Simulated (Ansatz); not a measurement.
Data:

Si:
```
CELL_PARAMETERS angstrom
      0.00000     2.73490     2.73490
      2.73490     0.00000     2.73490
      2.73490     2.73490     0.00000
ATOMIC_POSITIONS crystal
  Si 0.75000 0.75000 0.75000
  Si 0.50000 0.50000 0.50000
```

This is the PBE-relaxed structure.

Problem. All from the program Ansatz at the PBE level (PAW), unless another level is named. Estimate the electron effective mass.

Solution. 0.20, 0.20, 0.96 mₑ (principal values).

Problem. Predict the hole effective mass, band 3 of 3 at the edge.

Solution. 0.16 along [100], 0.10 along [110], 0.093 along [111] (mₑ).

Problem. Next, the valence-band maximum?

Solution. at Γ.

Space group Fd-3m (diamond). The PBE relaxation kept the symmetry of its start.

Potentials: the earlier of the program's two PAW sets.

Edges and masses are those of Kohn–Sham bands, whose gap is no quasiparticle gap.
